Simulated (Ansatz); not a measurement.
Input:

LiF:
```xyz
4
Lattice="3.2802 0.0000 0.0000 -1.6401 2.8407 0.0000 0.0000 0.0000 3.9994" Properties=species:S:1:pos:R:3 pbc="T T T"
Li     0.0000     1.8938     2.9996
F      1.6401     0.9469     2.9996
F      0.0000     1.8938     0.9999
Li     1.6401     0.9469     0.9999
```

This is the r²SCAN-relaxed structure. Cartesian axes are those of the cell as given.

Task: All from plane-wave PAW r²SCAN (Ansatz code), unless another level is named. Predict the Poisson's ratio.

Result: 0.31.

Task: And the elastic constants (relaxed ions, GPa)?

Result: C11 = 85.3, C12 = 62.8, C13 = 39.6, C33 = 117, C44 = 53.7.

Space group P6_3/mmc. The start of the workflow was typed in or built on a structure type; neither database checked (COD, Materials Project) lists it. It is not the phase usual at ambient conditions (space group No. 225). Symmetry was held in the r²SCAN relaxation; its stability against distortions is not shown here.

Potentials: the later of the program's two PAW sets.
